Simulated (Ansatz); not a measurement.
InSb:
```xyz
8
Lattice="4.6287 0.0000 0.0000 -2.3144 4.0086 0.0000 0.0000 0.0000 15.1830" Properties=species:S:1:pos:R:3 pbc="T T T"
In     2.3144     1.3362    15.1819
Sb     2.3144     1.3362     2.8495
In     0.0000     0.0000     3.8009
Sb     0.0000     0.0000     6.6358
In     0.0000     2.6724     7.5904
Sb     0.0000     2.6724    10.4409
In     0.0000     0.0000    11.3924
Sb     0.0000     0.0000    14.2272
```

Relaxed with r²SCAN.

Question: Map the valence electron density (e/Å³), cut off at 1 on the plane through (0.667, 0.333, 1.000) spanned by u = [0, 0, 1] and v = [1, -1, 0] in lattice vectors, from r²SCAN (plane waves, PAW; program Ansatz).

Answer: x is the fraction of u, y of v (the angle between them is 90°; rows are the nearest grid lines); atoms in the plane: In at (0.00, 0.00), Sb at (0.19, 0.00), In at (0.25, 0.33), Sb at (0.44, 0.33), In at (0.50, 0.67), Sb at (0.69, 0.67), In at (0.75, 0.33), Sb at (0.94, 0.33).
```
|9993369999610000000000000000000000002999|
|9993359999410000000000000000000000002999|
|9952249999310000000000000000000000001599|
|4311113443100000000000000000000000000134|
|1000001111000000001110000122110000000011|
|0000000000000000012552112477421000000000|
|0000000000000000014994223799731000000000|
|0000000000000000029999336999951000000000|
|0000000000000000029999336999951000000000|
|0000000000000000016996224999941000000000|
|0000000000000000014993113699731000000000|
|0000000000000000122321001234321000001100|
|1000000012221001234310000122332100123321|
|2100000139993123699710000014999312369962|
|3100000169996224999910000016999622499993|
|5100000299999336999910000029999933699995|
|5100000299999336999910000029999933699995|
|3100000149994223899710000014999422389983|
|2100000136852112477410000012585211247852|
|2100001233211000122100000001111000113332|
|5311113554210000000000000000000000011345|
|9952249999310000000000000000000000001599|
|9993359999410000000000000000000000002999|
|9993369999610000000000000000000000002999|
```
Scale: ten equal steps from 0.006 (start of '0') to 1.00 (end of '9'), in the order '0123456789'; x runs from 0.000 to 1.00, y from 0.000 (bottom) to 1.00 (top).

The density is the valence pseudo-density with augmentation charge, so density and ELF within about 1 Å of a nucleus are not all-electron values.

Space group P6_3mc. The start of the workflow was typed in or built on a structure type; neither database checked (COD, Materials Project) lists it. It is not the phase usual at ambient conditions (space group No. 216). The r²SCAN relaxation kept the symmetry of its start; whether a distortion lowers the energy is not shown. Scalar-relativistic: spin–orbit coupling is off unless named, which matters more the heavier the elements.

Potentials: the later of the program's two PAW sets.
